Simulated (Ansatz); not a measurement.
A generated cell, not matched to a known phase here, of Ag₂Au: Fm-3m (No. 225), cF12; a = 6.2499 Å, b = 6.2499 Å, c = 6.2499 Å, α = 90.00°, β = 90.00°, γ = 90.00°; Ag 8c (0.250, 0.250, 0.250); Au 4a (0.000, 0.000, 0.000). These are PBEsol (plane waves to 420 eV, PAW, scalar-relativistic; Ansatz, a first-principles code) values and carry that method's errors. Element references, the lowest calculated here: Ag (Fm-3m), Au (Fm-3m).

Total energies (eV/atom, σ → 0; comparable only within this code, potentials and settings):

| phase | E (eV/atom) |
|---|---|
| Ag2Au (Fm-3m) | -9350.267 |
| Ag (Fm-3m) | -7522.250 |
| Au (Fm-3m) | -13007.100 |

Problem. What is the formation energy of this Fm-3m form of Ag2Au from the elements?

Solution. E_f = -9350.267 − [2 × (-7522.250) + 1 × (-13007.100)] / 3 = 0.27 eV/atom (0.8 eV per formula unit).

A lower structure of this composition may exist.

Static energies, no anion corrections, no zero-point energy. Values are rounded to 0.01 eV/atom. Not shown to be the ambient phase of their composition (a lower form may be missing, and a cell relaxed within its start's symmetry can be a saddle point): Ag2Au (Fm-3m). Spin-orbit coupling is missing from these energies, which matters for elements this heavy. The compounds carry no spin polarisation.
